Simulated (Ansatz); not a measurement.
Ag:
```cif
data_Ag4
_chemical_formula_sum 'Ag4'
_space_group_name_H-M_alt 'Fm-3m'
_space_group_IT_number 225
_space_group_name_Hall '-F 4 2 3'
_cell_length_a 4.05344
_cell_length_b 4.05344
_cell_length_c 4.05344
_cell_angle_alpha 90.000
_cell_angle_beta 90.000
_cell_angle_gamma 90.000
loop_
_atom_site_label
_atom_site_type_symbol
_atom_site_symmetry_multiplicity
_atom_site_Wyckoff_symbol
_atom_site_fract_x
_atom_site_fract_y
_atom_site_fract_z
_atom_site_occupancy
Ag1 Ag 4 a 0.00000 0.00000 0.00000 1
```
(The calculation used a cell of 1 atom; values per cell refer to that cell.)

Relaxed with PBEsol.

Question: Which orbitals make up the states near the Fermi level in PBEsol in the plane-wave PAW code Ansatz?

Answer: Within 0.5 eV of the Fermi level: Ag 5s 52 %, Ag 4d 19 %, outside the projected shells 29 %. Projections are on Löwdin-orthogonalised atomic valence shells; empty p or d shells of many metals are not among them.

Question: Tabulate the density of states.

Answer: States/eV per cell of 1 atom, in 0.25 eV bins, energy from the Fermi level.

| E (eV) | total | Ag 4d | Ag 5s |
|---|---|---|---|
| -7.85 | 0.04 | 0.00 | 0.04 |
| -7.60 | 0.07 | 0.00 | 0.06 |
| -7.35 | 0.09 | 0.00 | 0.08 |
| -7.10 | 0.11 | 0.01 | 0.10 |
| -6.85 | 0.15 | 0.01 | 0.13 |
| -6.60 | 0.44 | 0.23 | 0.20 |
| -6.35 | 1.81 | 1.43 | 0.37 |
| -6.10 | 3.21 | 2.73 | 0.46 |
| -5.85 | 2.79 | 2.55 | 0.22 |
| -5.60 | 2.02 | 1.90 | 0.10 |
| -5.35 | 2.39 | 2.30 | 0.07 |
| -5.10 | 2.41 | 2.31 | 0.08 |
| -4.85 | 2.80 | 2.67 | 0.11 |
| -4.60 | 4.09 | 3.92 | 0.14 |
| -4.35 | 2.41 | 2.27 | 0.11 |
| -4.10 | 2.61 | 2.49 | 0.09 |
| -3.85 | 3.03 | 2.94 | 0.07 |
| -3.60 | 2.58 | 2.50 | 0.06 |
| -3.35 | 2.45 | 2.38 | 0.06 |
| -3.10 | 3.43 | 3.37 | 0.06 |
| -2.85 | 2.49 | 2.42 | 0.07 |
| -2.60 | 0.23 | 0.14 | 0.08 |
| -2.35 | 0.22 | 0.12 | 0.09 |
| -2.10 | 0.22 | 0.11 | 0.10 |
| -1.85 | 0.22 | 0.10 | 0.11 |
| -1.60 | 0.22 | 0.09 | 0.12 |
| -1.35 | 0.23 | 0.08 | 0.13 |
| -1.10 | 0.23 | 0.07 | 0.13 |
| -0.85 | 0.24 | 0.07 | 0.14 |
| -0.60 | 0.26 | 0.06 | 0.14 |
| -0.35 | 0.26 | 0.06 | 0.14 |
| -0.10 | 0.26 | 0.05 | 0.14 |
| 0.15 | 0.27 | 0.05 | 0.14 |
| 0.40 | 0.26 | 0.04 | 0.13 |
| 0.65 | 0.26 | 0.04 | 0.13 |
| 0.90 | 0.26 | 0.03 | 0.13 |
| 1.15 | 0.26 | 0.03 | 0.12 |
| 1.40 | 0.26 | 0.03 | 0.11 |
| 1.65 | 0.26 | 0.02 | 0.10 |
| 1.90 | 0.25 | 0.02 | 0.10 |
| 2.15 | 0.24 | 0.02 | 0.09 |
| 2.40 | 0.23 | 0.02 | 0.08 |
| 2.65 | 0.22 | 0.01 | 0.07 |
| 2.90 | 0.20 | 0.01 | 0.06 |
| 3.15 | 0.19 | 0.01 | 0.05 |
| 3.40 | 0.17 | 0.01 | 0.04 |
| 3.65 | 0.17 | 0.01 | 0.05 |
| 3.90 | 0.33 | 0.03 | 0.18 |
| 4.15 | 0.34 | 0.02 | 0.18 |
| 4.40 | 0.33 | 0.02 | 0.16 |
| 4.65 | 0.31 | 0.02 | 0.14 |

The PBEsol relaxation kept the symmetry of its start; phonons on a q-mesh show no instability. The run is not spin-polarised. Scalar-relativistic: spin–orbit coupling is off unless named, which matters more the heavier the elements.

Potentials: the earlier of the program's two PAW sets.
